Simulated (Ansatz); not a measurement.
## Relaxation path: MoPt

DFT, PBEsol, PAW with Ansatz's default frozen-core files, scalar-relativistic (Ansatz 0.2.0); a Γ-centred 8×13×7 k mesh, Fermi–Dirac smearing of 0.05 eV, no spin polarisation. The run relaxes cell and atoms at a target pressure of 0 GPa.

Command: `ansatz run input.yaml --threads 1 --pin off --max-ram 3072MiB --backend cpu --events-out ev --progress --plain --runs-dir out` It took 40 s on 1 thread of Intel(R) Xeon(R) 6975P-C (Granite Rapids), with other jobs on the host, peak memory 0.56 GiB.

PAW: frozen-core files, cutoff 420 eV; forces are relaxed below 0.005 eV/Å.

Each step lists its free energy a cell above the last geometry, the pressure, the cell vectors (Å), and Cartesian positions (Å) with forces (eV/Å).

The first step:

```
step 1  dF = 24.87 meV  P = -5.69 GPa
  cell 4.4766 0.0000 0.0000  0.0000 2.7337 0.0000  0.0000 0.0000 4.9584
  Mo 1.1192 0.0000 0.8020   0.0000 0.0000 0.1507
  Mo 3.3575 0.0000 4.1564   0.0000 0.0000 -0.1507
  Pt 1.1192 1.3669 3.2861   0.0000 0.0000 0.1073
  Pt 3.3575 1.3669 1.6723   0.0000 0.0000 -0.1073
```

Spin–orbit coupling is left out, which matters for the heavy atoms. The PAW files were made under PBE.

Where does the relaxation end, and by which steps?

After 5 geometries, with conventional a, b, c = 4.455, 2.719, 4.912 Å, at 14.876 Å³/atom (-1.94 % against the start) in space group Pmma, with a shortest distance of 2.719 Å. The further steps:
```
step 2  dF = 126.64 meV  P = 15.05 GPa  (not accepted)
  cell 4.4049 0.0000 0.0000  0.0000 2.6887 0.0000  0.0000 0.0000 4.8064
  Mo 1.1012 0.0000 0.8073   0.0000 0.0000 -0.2696
  Mo 3.3037 0.0000 3.9991   0.0000 0.0000 0.2696
  Pt 1.1012 1.3443 3.2094   0.0000 0.0000 -0.2154
  Pt 3.3037 1.3443 1.5970   0.0000 0.0000 0.2154
step 3  dF = 0.24 meV  P = -0.56 GPa
  cell 4.4576 0.0000 0.0000  0.0000 2.7200 0.0000  0.0000 0.0000 4.9167
  Mo 1.1144 0.0000 0.8064   0.0000 0.0000 0.0124
  Mo 3.3432 0.0000 4.1103   0.0000 0.0000 -0.0124
  Pt 1.1144 1.3600 3.2674   0.0000 0.0000 -0.0064
  Pt 3.3432 1.3600 1.6493   0.0000 0.0000 0.0064
step 4  dF = 0.01 meV  P = 0.17 GPa
  cell 4.4539 0.0000 0.0000  0.0000 2.7183 0.0000  0.0000 0.0000 4.9119
  Mo 1.1135 0.0000 0.8056   0.0000 0.0000 0.0106
  Mo 3.3404 0.0000 4.1063   0.0000 0.0000 -0.0106
  Pt 1.1135 1.3591 3.2636   0.0000 0.0000 0.0017
  Pt 3.3404 1.3591 1.6482   0.0000 0.0000 -0.0017
step 5  dF = 0.00 meV  P = -0.02 GPa
  cell 4.4550 0.0000 0.0000  0.0000 2.7190 0.0000  0.0000 0.0000 4.9124
  Mo 1.1138 0.0000 0.8066   0.0000 0.0000 -0.0031
  Mo 3.3413 0.0000 4.1058   0.0000 0.0000 0.0031
  Pt 1.1138 1.3595 3.2644   0.0000 0.0000 -0.0011
  Pt 3.3413 1.3595 1.6480   0.0000 0.0000 0.0011
step 6  dF = 0.36 meV  P = -0.01 GPa  (same geometry on a basis chosen anew; earlier energies don't compare to the last digit)
  cell 4.4550 0.0000 0.0000  0.0000 2.7190 0.0000  0.0000 0.0000 4.9124
  Mo 1.1138 0.0000 0.8066   0.0000 0.0000 -0.0031
  Mo 3.3413 0.0000 4.1058   0.0000 0.0000 0.0031
  Pt 1.1138 1.3595 3.2644   0.0000 0.0000 -0.0011
  Pt 3.3413 1.3595 1.6480   0.0000 0.0000 0.0011
```
